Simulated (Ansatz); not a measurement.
## Equation of state of niobium, fcc

Computed with DFT, r2SCAN, plane waves (500 eV) with PAW, scalar-relativistic (Ansatz). The PAW files were generated under PBE, with cores re-solved for the functional.

The cell is scaled uniformly from the relaxed one, with fractional coordinates and shape fixed. Energies are extrapolated to zero smearing, pressures are those at the given smearing. Magnetic state: spin not included.

```json
{"V (Å³/atom)": "16.469", "E − E₀ (meV/atom)": "165.6", "P (GPa)": "26.44"}
{"V (Å³/atom)": "17.218", "E − E₀ (meV/atom)": "68.4", "P (GPa)": "15.92"}
{"V (Å³/atom)": "17.967", "E − E₀ (meV/atom)": "15.6", "P (GPa)": "7.18"}
{"V (Å³/atom)": "18.715", "E − E₀ (meV/atom)": "0.0", "P (GPa)": "-0.13"}
{"V (Å³/atom)": "19.464", "E − E₀ (meV/atom)": "15.6", "P (GPa)": "-6.24"}
{"V (Å³/atom)": "20.212", "E − E₀ (meV/atom)": "57.5", "P (GPa)": "-11.34"}
{"V (Å³/atom)": "20.961", "E − E₀ (meV/atom)": "121.2", "P (GPa)": "-15.58"}
```

Question: Fit a third-order Birch-Murnaghan equation.

Answer: V₀ = 18.69 Å³/atom, B₀ = 167 GPa, B₀′ = 3.4.
